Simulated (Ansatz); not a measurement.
A geometry of Mo away from equilibrium: step 3 of the relaxation of a relaxed Mo cell, doubled along one cell vector, shaken by Gaussian noise of σ = 0.08 Å a coordinate. All values below come from PBEsol (plane waves to 420 eV, PAW, scalar-relativistic; Ansatz, a program for electronic structure). Γ-centred k-mesh 5×9×7 on the run's cell (coarser than for final values), Fermi–Dirac smearing 0.05 eV.

```xyz
8
Lattice="8.4922 -0.0296 0.0619 -2.1359 3.6221 -0.0076 0.0358 0.0106 4.7945" Properties=species:S:1:pos:R:3 pbc="T T T"
Mo    -0.1833    -0.0817     1.1907
Mo     4.0657    -0.1992     1.1627
Mo     0.3046     0.0142     3.5555
Mo     4.5612     0.0064     3.5901
Mo    -0.2305     2.3032     1.1754
Mo     4.0719     2.2452     1.1921
Mo     2.4485     1.2264     3.5504
Mo     6.6711     1.1773     3.6220
```

Question: Which atoms carry the largest force, and which way does it point?

Answer: 1.71 eV/Å, on Mo1 (atoms numbered as listed); on Mo1 its components are (-1.18, -1.11, -0.53).

Question: What is the pressure?

Answer: +2.4 GPa, compression positive.

Question: How far above the relaxed end point is this geometry?

Answer: about 1.3 eV/atom; the path ends in Im-3m (No. 229) (bcc (W type)).

No spin polarisation in the result.

Of the parent cell (P6₃/mmc (No. 194)): it is a generated cell of Mo: the first start was made by placing the elements on the sites of a structure type, and the end was not matched to a known phase here, so it may be hypothetical. Known forms of Mo include space group No. 229.
